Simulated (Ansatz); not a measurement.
## Calculated with Ansatz: LuTiGe, single run

The input file (Ansatz 0.2.0, plane waves):

```yaml
crystal:
  lattice:
    - [3.97252, 0.0, 0.0]
    - [0.0, 3.97252, 0.0]
    - [0.0, 0.0, 7.595744]
  atoms:
    - { symbol: Ti, position: [0.75, 0.25, 0.0] }
    - { symbol: Ti, position: [0.25, 0.75, 0.0] }
    - { symbol: Lu, position: [0.25, 0.25, 0.65] }
    - { symbol: Lu, position: [0.75, 0.75, 0.35] }
    - { symbol: Ge, position: [0.25, 0.25, 0.222] }
    - { symbol: Ge, position: [0.75, 0.75, 0.778] }
  symmetry: { tolerance: 0.0003 }
kpoints:
  mp_grid: { grid: [5, 5, 3], shift: [0, 0, 0] }
magnetization:
  spin_polarized: false
scf:
  occupations: { method: fermi_dirac, width: 0.0958 }
  initial_density: { chi_scale: 0.3 }
  eigensolver: { kind: davidson }
hamiltonian:
  pseudopotentials: { kind: paw }
  xc: r2scan
basis:
  ecutwfc: 500
  precision: f64
output:
  forces: true
  stress: true
  eigenvalues: true
```

The command:

```bash
ansatz run input.yaml --threads 1 --pin off --max-ram 2560MiB --backend cpu --events-out ev --progress --plain --runs-dir out
```

Origin of the cell: a known structure type with other elements, at an estimated volume, so it need not be a known compound.

Output (shortened):

```
SCF iter   1: F=—  HF=-43129.706525 eV  Δρ=1.97e-1  dr2=2.05e2  dr2_τ=2.61e0
SCF iter   2: F=—  HF=-43108.511295 eV  Δρ=7.48e-2  dr2=1.08e1  dr2_τ=1.80e0  defer=1
SCF iter   3: F=—  HF=-43107.258181 eV  Δρ=4.79e-2  dr2=1.24e1  dr2_τ=1.25e-1  defer=2
SCF iter   4: F=—  HF=-43106.098147 eV  Δρ=2.13e-2  dr2=9.87e-1  dr2_τ=2.37e-2  defer=11
SCF iter   5: F=—  HF=-43106.283557 eV  Δρ=1.55e-2  dr2=6.02e-1  dr2_τ=2.36e-2  defer=6
SCF iter   6: F=—  HF=-43106.254696 eV  Δρ=4.57e-3  dr2=3.99e-2  dr2_τ=2.33e-3  defer=1
SCF iter   7: F=—  HF=-43106.237613 eV  Δρ=3.55e-3  dr2=4.93e-2  dr2_τ=3.58e-4  defer=3
SCF iter   8: F=—  HF=-43106.234119 eV  Δρ=1.08e-3  dr2=3.74e-3  dr2_τ=1.08e-4  defer=3
SCF iter   9: F=—  HF=-43106.234453 eV  Δρ=6.44e-4  dr2=7.33e-4  dr2_τ=2.50e-5  defer=1
SCF iter  10: F=—  HF=-43106.234513 eV  Δρ=2.79e-4  dr2=1.45e-4  dr2_τ=7.43e-6
SCF iter  11: F=—  HF=-43106.234498 eV  Δρ=6.36e-5  dr2=1.45e-5  dr2_τ=2.55e-7
SCF iter  12: F=—  HF=-43106.234497 eV  Δρ=2.99e-5  dr2=1.57e-6  dr2_τ=1.15e-7
SCF iter  13: F=—  HF=-43106.234497 eV  Δρ=1.13e-5  dr2=6.17e-7  dr2_τ=1.06e-8  defer=1
SCF iter  14: F=-43106.234497 eV  HF=-43106.234497 eV  Δρ=4.69e-6  dr2=5.10e-8  dr2_τ=1.77e-9  defer=1
the search or the solves at the SCF's close seem to have found levels that the self-consistency loop had missed (the run counts 1). By its estimate they hold under 1e-12 electrons; where the […]
SCF 1 converged in 14 iterations: F = -43106.234497 eV  dr2 = 5.10e-8
SCF converged after 14 iterations
Free energy (F): -43106.234497 eV
Harris-Foulkes:  -43106.234497 eV  (|F-HF|=5.76e-8)
Internal energy: -43106.055633 eV  (E = F + TS)
E sigma→0 (E₀):  -43106.145065 eV
Entropy (-TS):   -0.178864 eV (-29.811 meV/atom)
Fermi energy:    13.929017 eV
--- Per-component energies (eV) ---
  E_band       = -485.295122
  E_kinetic    = 1612.568793
  E_local      = -19031.092462  (includes V_loc(G=0)·N_el)
  E_nonlocal   = 1994.473069
  E_hartree    = 8079.432034
  E_xc         = -757.091838
  E_vxc        = -991.243624  (∫ρ·V_xc dr)
  E_paw        = -20949.193863  (= ΣΔE_a)
  E_vpaw       = -286.754929  (= ΣTr[D̂ρ^β])
  E_aug_tail   = 0.000239  (compensation charges beyond the density's cutoff)
  E_vtau       = 57.891105  (kinetic-family band-sum trace: ∫τ·v_τ [+ j·A + Jᵃ·Aᵃ] dr)
  E_ewald      = -14053.828206
  E_core_change = -1.323400  (= ΣΔE_core)
  E_smearing   = -0.178864  (= −TS)
  Σ components = -43106.234497   (vs F -43106.234497, Δ=0.00e0)
--- Forces (eV/Å), atoms counted from 1 ---
  atom   1  Ti     0.000000     0.000000     0.000000
  atom   2  Ti     0.000000     0.000000     0.000000
  atom   3  Lu     0.000000     0.000000     0.375815
  atom   4  Lu     0.000000     0.000000    -0.375815
  atom   5  Ge     0.000000     0.000000     1.673472
  atom   6  Ge     0.000000     0.000000    -1.673472
  max |Σ_I F_I| component: 0.00e0 eV/Å
--- Stress (GPa, compression-positive) ---
        2.430907       0.000000       0.000000
        0.000000       2.430907       0.000000
        0.000000       0.000000       0.269164
  P = ⅓ Tr σ = 1.7103 GPa (17.103 kbar)
```

Caveats: no moments, though an odd count or open d shells may carry them; no spin-orbit coupling, though heavy elements are present; the k mesh is coarse if the cell is a metal.

The run took 34 s of wall time on 1 CPU thread(s) of a shared host, from the program's own first density.
